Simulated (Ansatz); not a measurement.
**Optical constants of WSe3**

These are results of DFT PBEsol, scalar-relativistic, plane waves, PAW (Ansatz), not measurements. Settings: 420 eV plane-wave cutoff, Γ-centred 10×10×10 mesh, Fermi-Dirac smearing of 0.15 eV. No spin polarisation.

Relaxed structure:
```yaml
crystal:
  lattice:
    - [4.89144, 0.00000, 0.00000]
    - [0.00000, 4.89144, 0.00000]
    - [0.00000, 0.00000, 4.89144]
  atoms:
    - { symbol: W, position: [0.00000, 0.00000, 0.00000] }
    - { symbol: Se, position: [0.00000, 0.00000, 0.50000] }
    - { symbol: Se, position: [0.00000, 0.50000, 0.00000] }
    - { symbol: Se, position: [0.50000, 0.00000, 0.00000] }
```

The cell was built by swapping an element in a database structure (itself possibly hypothetical) and relaxing; it need not be the stable form of this composition. In a metal these results depend on the k mesh and the smearing. Spin–orbit coupling is left out, which matters for heavy elements. A semilocal functional can close a gap that the real compound has.

Independent-particle response (no local fields, no excitons) on a 14×14×14 mesh, broadened by 0.1 eV; the Drude term is undamped and its weight carries the smearing above, which sets much of it in a semimetal. The run couldn't bound its error over part or most of this range, so small peaks and near ties are unsure. Light polarised along x. ε₁ lacks the small share of bands above those solved.

Problem. Tabulate ε₁ and ε₂ against photon energy.

Solution.
```csv
E (eV),ε₁,ε₂
0.2,-526.69,36.71
0.6,-42.96,14.30
1.0,13.41,26.37
1.4,-29.81,42.27
1.8,-20.21,10.34
2.2,-9.90,4.18
2.6,-4.66,4.36
3.0,-2.36,3.07
3.4,-0.45,3.27
3.8,0.57,3.89
4.2,0.52,4.56
4.6,1.14,3.88
5.0,0.56,6.08
5.4,-1.77,4.21
5.8,-0.52,3.08
6.2,-0.48,2.74
6.6,-0.05,2.41
7.0,0.67,2.41
7.4,0.47,2.45
7.8,0.97,2.56
8.2,0.99,2.90
8.6,0.72,3.09
9.0,0.89,3.20
9.4,-0.36,3.30
9.8,-0.17,2.90
10.2,-0.44,3.29
```

Problem. Where is the highest local maximum of ε₂ between 0.3 and 10 eV?

Solution. At 1.3 eV, where ε₂ = 58.7.

Cost: 1 run of about 2 core-minutes, on Intel Xeon 6975P-C (Granite Rapids) (shared hosts).